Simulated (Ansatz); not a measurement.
An Ansatz input and the part of its output that reports the observables at the nuclei.

The cell is a Materials Project structure (computed, not necessarily an observed phase), atoms as given.

```yaml
crystal:
  lattice:
    - [5.7316081554, 0.0, 0.0]
    - [1.9078036555, 5.4663469296, 0.0]
    - [2.6492180599, -0.7191718263, 8.4617538639]
  atoms:
    - { symbol: Na, position: [0.57196261, 0.93306782, 0.86438719] }
    - { symbol: Na, position: [0.08491053, 0.43487255, 0.83452845] }
    - { symbol: Na, position: [0.62480395, 0.42844778, 0.70045372] }
    - { symbol: Na, position: [0.16517599, 0.91986569, 0.67041756] }
    - { symbol: Na, position: [0.81247276, 0.9152558, 0.47092125] }
    - { symbol: Na, position: [0.98313161, 0.57632058, 0.1945929] }
    - { symbol: Na, position: [0.31556745, 0.98361289, 0.24960537] }
    - { symbol: Na, position: [0.46921159, 0.41291899, 0.04712927] }
    - { symbol: Mg, position: [0.61719085, 0.30020074, 0.3510445] }
    - { symbol: Ni, position: [0.11423393, 0.43657313, 0.49773353], spin: -3.0 }
    - { symbol: Ni, position: [0.00268043, 0.01840992, 0.00845205], spin: 3.0 }
    - { symbol: O, position: [0.25981716, 0.71985762, 0.9054204] }
    - { symbol: O, position: [0.82882304, 0.1779284, 0.86652352] }
    - { symbol: O, position: [0.3925274, 0.20980624, 0.5541398] }
    - { symbol: O, position: [0.90405784, 0.67456171, 0.65630621] }
    - { symbol: O, position: [0.90812279, 0.3064398, 0.4243206] }
    - { symbol: O, position: [0.31567882, 0.5710257, 0.32202529] }
    - { symbol: O, position: [0.18882721, 0.20805985, 0.04323758] }
    - { symbol: O, position: [0.75412904, 0.99554879, 0.20506281] }
magnetization:
  spin_polarized: true
kpoints:
  mp_grid: { grid: [4, 4, 3] }
scf:
  occupations: { method: fermi_dirac, width: 0.02 }
hamiltonian:
  xc: r2scan
  pseudopotentials: { kind: paw }
output:
  forces: true
  stress: true
  populations: true
  efg:
    quadrupole_moments_barn: { Na: 0.104, Mg: 0.1994, Ni: 0.162, O: -0.02558 }
    contact_densities: true
  write_density: true
  write_potential: true
  elf: true
  volumetric_format: npy
```

```sh
ansatz run input.yaml --threads 2 --pin off --max-ram 5120MiB --backend cpu --events-out ev --progress --plain --runs-dir out
```

Of the output, the block on the nuclei alone is shown; the set-up, the SCF iterations, energies, forces and stress are cut. One atom of each set with nearly equal values is shown.

```
--- PAW observables at the nuclei: V_zz in 10²¹ V/m², potentials from the cell's mean, atoms counted from 1 ---
  atom   1  Na V_zz =    +3.183184   η = 0.2580   by run symmetry: allowed   C_q = +8.0048 MHz
            electrostatic potential = -977.960502 V   contact ρ = 5893.140182 e/Å³   contact ρ_s (e/Å³): all electrons -0.096858, valence -0.093328
  atom   2  Na V_zz =    +2.679975   η = 0.1058   by run symmetry: allowed   C_q = +6.7394 MHz
            electrostatic potential = -978.322438 V   contact ρ = 5893.277283 e/Å³   contact ρ_s (e/Å³): all electrons -0.001012, valence -0.000837
  atom   3  Na V_zz =    -0.604664   η = 0.5477   by run symmetry: allowed   C_q = -1.5206 MHz
            electrostatic potential = -977.619071 V   contact ρ = 5893.037148 e/Å³   contact ρ_s (e/Å³): all electrons +0.217865, valence +0.207516
  atom   4  Na V_zz =    -1.117147   η = 0.9192   by run symmetry: allowed   C_q = -2.8093 MHz
            electrostatic potential = -977.714650 V   contact ρ = 5893.078673 e/Å³   contact ρ_s (e/Å³): all electrons +0.007044, valence +0.006327
  atom   5  Na V_zz =    -2.027108   η = 0.5570   by run symmetry: allowed   C_q = -5.0976 MHz
            electrostatic potential = -977.308835 V   contact ρ = 5893.405272 e/Å³   contact ρ_s (e/Å³): all electrons +0.019356, valence +0.018083
  atom   6  Na V_zz =    -2.395798   η = 0.6180   by run symmetry: allowed   C_q = -6.0247 MHz
            electrostatic potential = -977.473937 V   contact ρ = 5893.228141 e/Å³   contact ρ_s (e/Å³): all electrons +0.022870, valence +0.021827
  atom   7  Na V_zz =    +1.293799   η = 0.8089   by run symmetry: allowed   C_q = +3.2535 MHz
            electrostatic potential = -977.645492 V   contact ρ = 5892.882193 e/Å³   contact ρ_s (e/Å³): all electrons -0.016445, valence -0.015396
  atom   8  Na V_zz =    -1.112085   η = 0.6064   by run symmetry: allowed   C_q = -2.7966 MHz
            electrostatic potential = -978.080280 V   contact ρ = 5893.485943 e/Å³   contact ρ_s (e/Å³): all electrons +0.058657, valence +0.054769
  atom   9  Mg V_zz =    +2.009196   η = 0.6691   by run symmetry: allowed   C_q = +9.6873 MHz
            electrostatic potential = -1101.019141 V   contact ρ = 7783.113094 e/Å³   contact ρ_s (e/Å³): all electrons -0.055326, valence -0.054763
  atom  10  Ni V_zz =    +3.591274   η = 0.5058   by run symmetry: allowed   C_q = +14.0675 MHz
            electrostatic potential = -3561.507346 V   contact ρ = 130280.481719 e/Å³   contact ρ_s (e/Å³): all electrons +2.424529, valence -3.288764
  atom  11  Ni V_zz =    -1.723738   η = 0.6293   by run symmetry: allowed   C_q = -6.7521 MHz
            electrostatic potential = -3562.038791 V   contact ρ = 130279.720795 e/Å³   contact ρ_s (e/Å³): all electrons -2.580255, valence +3.174317
  atom  12  O  V_zz =    +6.154358   η = 0.1784   by run symmetry: allowed   C_q = -3.8066 MHz
            electrostatic potential = -620.256470 V   contact ρ = 2152.364601 e/Å³   contact ρ_s (e/Å³): all electrons +0.639803, valence +1.090979
  atom  13  O  V_zz =    +6.842509   η = 0.1626   by run symmetry: allowed   C_q = -4.2322 MHz
            electrostatic potential = -620.454424 V   contact ρ = 2152.054798 e/Å³   contact ρ_s (e/Å³): all electrons +0.648180, valence +1.117827
  atom  14  O  V_zz =    +5.793736   η = 0.3599   by run symmetry: allowed   C_q = -3.5836 MHz
            electrostatic potential = -619.677403 V   contact ρ = 2152.215187 e/Å³   contact ρ_s (e/Å³): all electrons -0.542912, valence -0.974936
  atom  15  O  V_zz =    +6.256685   η = 0.3393   by run symmetry: allowed   C_q = -3.8699 MHz
            electrostatic potential = -619.860922 V   contact ρ = 2152.398081 e/Å³   contact ρ_s (e/Å³): all electrons -0.589221, valence -1.204150
  atom  16  O  V_zz =    +5.115542   η = 0.6894   by run symmetry: allowed   C_q = -3.1641 MHz
            electrostatic potential = -619.590954 V   contact ρ = 2151.694964 e/Å³   contact ρ_s (e/Å³): all electrons -0.721386, valence -1.135087
  atom  17  O  V_zz =    +6.184571   η = 0.2059   by run symmetry: allowed   C_q = -3.8253 MHz
            electrostatic potential = -619.630410 V   contact ρ = 2152.166193 e/Å³   contact ρ_s (e/Å³): all electrons -0.612845, valence -0.968728
  atom  18  O  V_zz =    +5.782343   η = 0.1887   by run symmetry: allowed   C_q = -3.5765 MHz
            electrostatic potential = -620.420091 V   contact ρ = 2152.241483 e/Å³   contact ρ_s (e/Å³): all electrons +0.680567, valence +1.212742
  atom  19  O  V_zz =    +5.024907   η = 0.3100   by run symmetry: allowed   C_q = -3.1080 MHz
            electrostatic potential = -619.928949 V   contact ρ = 2151.809066 e/Å³   contact ρ_s (e/Å³): all electrons +0.602086, valence +0.911830
```

The run took 11 min of wall time (23 min of CPU time) and 2.1 GiB at its peak, on 2 threads of Arm Neoverse N1 (aarch64; 36 cores open to the job, memory cap 5.0 GiB, no GPU), a shared host with a load of 0.9 a core.

The largest force is 0.3 eV/Å, so the atoms aren't at the calculated equilibrium and relaxing them would move these values. The program didn't check the stability of this electronic state in full, so a lower one may lie near. With these PAW files V_zz is typically within 2 to 3 % of all-electron values, but misses above 10 % occur on Ni. With a gap of 0.9 eV on this mesh, small gradients can still move by 0.1 × 10²¹ V/m² or more as the k-mesh gets denser. The magnetic order is the one that the run reached from its start moments, not necessarily the measured one.
